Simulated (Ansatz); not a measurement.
Consider the following.

ScPd3N (anti-perovskite, Pm-3m), a = 4.1439 Å, b = 4.1439 Å, c = 4.1439 Å, α = 90.00°, β = 90.00°, γ = 90.00°.

This is the PBEsol-relaxed structure.

**Question.** All from DFT-PBEsol in the program Ansatz with PAW potentials, unless another level is named. Give the bulk modulus (Birch–Murnaghan fit).

**Answer.** 182 GPa.

**Question.** Next, the elastic constants (relaxed ions, GPa)?

**Answer.** C11 = 298, C12 = 124, C44 = 14.1.

The start of the workflow was typed in or built on a structure type; neither database checked (COD, Materials Project) lists it. Its standing as an ambient phase is unchecked. Symmetry was held in the PBEsol relaxation; phonons show weakly imaginary modes. No spin polarisation was allowed. As this level gives no gap, shear constants depend on the k-mesh and smearing (Fermi–Dirac, 0.1 eV here).

Potentials: the earlier of the program's two PAW sets. The files were generated under PBE; for other functionals the program regenerates the frozen cores, and for LDA and PBEsol the local potential too.
